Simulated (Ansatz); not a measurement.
# LaTl, one cell by several methods

```
La Tl
1.0
     3.93600    0.00000    0.00000
     0.00000    3.93600    0.00000
     0.00000    0.00000    3.97536
La Tl
1 1
Direct
  0.00000 0.00000 0.00000
  0.50000 0.50000 0.50000
```

Atoms are numbered in the order listed.

The cell is COD entry 1523872, as deposited and not checked against the literature; nothing was relaxed. The listed cell was then made from it by scaling, straining or moving an atom.

Spin–orbit coupling is left out, though it moves levels of the heavy atoms by tenths of an eV or more.

All numbers are computed: DFT, PBEsol, PAW with Ansatz's default frozen-core files, scalar-relativistic (Ansatz 0.2.0); DFT, PBEsol, all-electron PAW with datasets made for the crystal, scalar-relativistic (Ansatz 0.2.0); DFT, PBEsol, all-electron LAPW, scalar-relativistic (Ansatz 0.2.0).

For PAW: a Γ-centred 10×10×10 k mesh, Fermi–Dirac smearing of 0.05 eV, cutoff 420 eV, no spin polarisation; the PAW files were made with PBE, and the program remakes their frozen cores for this functional. The crystal-made all-electron datasets (AE datasets) take a cutoff of 260 eV at this cell. LAPW targets a basis error of 0.25 meV/atom. The Ansatz runs share mesh, smearing and spin set-up. Plane-wave (PAW) pressures include the program's estimate of the Pulay term.

Stress and pressure are positive in compression.

No spin–orbit coupling: at heavy atoms the gradients can be off by tens of per cent for that reason.

In a metal, gradients converge slowly with the k mesh: the values move by tens of per cent from one mesh to another, at times in sign, so only the comparison on one mesh counts.

```json
{"quantity": "pressure (GPa)", "PAW": "-1.17", "AE datasets": "-1.15", "LAPW": "-1.15"}
{"quantity": "stress xx (GPa)", "PAW": "-1.12", "AE datasets": "-1.09", "LAPW": "-1.09"}
{"quantity": "stress zz (GPa)", "PAW": "-1.28", "AE datasets": "-1.25", "LAPW": "-1.25"}
{"quantity": "field gradient Vzz at Tl2 (10²¹ V/m²)", "PAW": "-0.57", "AE datasets": "-0.56", "LAPW": "–"}
```

PAW's pressure differs from the LAPW value by -0.02 GPa.
